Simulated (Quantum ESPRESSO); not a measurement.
KTaO3, space group Pm-3m (No. 221):

```xyz
5
Lattice="3.9949 0.0000 0.0000 0.0000 3.9949 0.0000 0.0000 0.0000 3.9949" Properties=species:S:1:pos:R:3 pbc="T T T"
K      1.9974     1.9974     1.9974
Ta     0.0000     0.0000     0.0000
O      0.0000     1.9974     0.0000
O      1.9974     0.0000     0.0000
O      0.0000     0.0000     1.9974
```
Geometry: a computed entry of the Materials Project; it was not checked against measured cells. It is KTaO3 in Pm-3m. Stability against distortions was not tested. The run has no spin polarisation.

```csv
site,Wyckoff letter,site symmetry
K,b,m-3m
Ta,a,m-3m
O,d,4/mmm
```

Cores are frozen. Against all-electron runs on small test molecules, this scheme's |Vzz| missed by −2 to +6 % on O.

Where does symmetry force the field gradient to vanish or to be axial, and what does a PBE PAW density (pw.x of a modified build of Quantum ESPRESSO, JTH datasets) with the all-electron reconstruction of Petrilli and co-workers give?


```json
[
 {"site": "K", "by symmetry": "vanishes (cubic site)", "Vzz (a.u.)": "0", "η_Q": "–"},
 {"site": "Ta", "by symmetry": "vanishes (cubic site)", "Vzz (a.u.)": "0", "η_Q": "–"},
 {"site": "O", "by symmetry": "axial, η = 0 (an axis of order 3 or more)", "Vzz (a.u.)": "0.220", "η_Q": "0.00"}
]
```
